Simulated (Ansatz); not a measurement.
Ta$_{2}$Se:
```xyz
6
Lattice="3.3715 0.0000 0.0000 0.0000 3.3715 0.0000 0.0000 0.0000 10.0754" Properties=species:S:1:pos:R:3 pbc="T T T"
Ta     1.6858     0.0000     7.6851
Ta     0.0000     1.6858     2.3903
Se     1.6858     0.0000     3.6003
Se     0.0000     1.6858     6.4751
Ta     1.6858     0.0000     0.7614
Ta     0.0000     1.6858     9.3140
```

Relaxed with r²SCAN+D4. Special points in fractions of this cell's reciprocal vectors: Γ (0.000, 0.000, 0.000); X (0.000, 0.500, 0.000); M (0.500, 0.500, 0.000); Z (0.000, 0.000, 0.500); R (0.000, 0.500, 0.500); A (0.500, 0.500, 0.500).

Q: List the band energies nearest the Fermi level at these points for the program Ansatz at the r²SCAN+D4 level (PAW).

A: In eV from the Fermi level; about four levels below and three above (degenerate sets whole), none deeper than 8.9 eV; points with the same levels are listed once.

| k | below | above |
|---|---|---|
| Γ | -2.95 -2.95 -1.17 -0.15 | 0.15 0.15 0.31 0.31 |
| X | -1.55 -1.55 -1.35 -1.35 | 0.59 0.59 1.31 1.31 |
| M | -2.08 -2.08 -0.65 -0.65 | 1.47 1.47 2.94 2.94 |
| Z | -2.97 -2.97 -1.14 -0.15 | 0.15 0.15 0.30 0.30 |
| R | -1.57 -1.57 -1.20 -1.20 | 0.77 0.77 1.45 1.45 |
| A | -2.07 -2.07 -0.62 -0.62 | 1.04 1.04 3.09 3.09 |

Space group P4/nmm. The workflow started from an entry of the Crystallography Open Database (COD). Whether it is the stable phase at ambient conditions was not checked. The r²SCAN+D4 relaxation kept the symmetry of its start; whether a distortion lowers the energy is not shown. No spin polarisation was allowed. Spin–orbit coupling is left out wherever it is not named.

Potentials: the later of the program's two PAW sets.
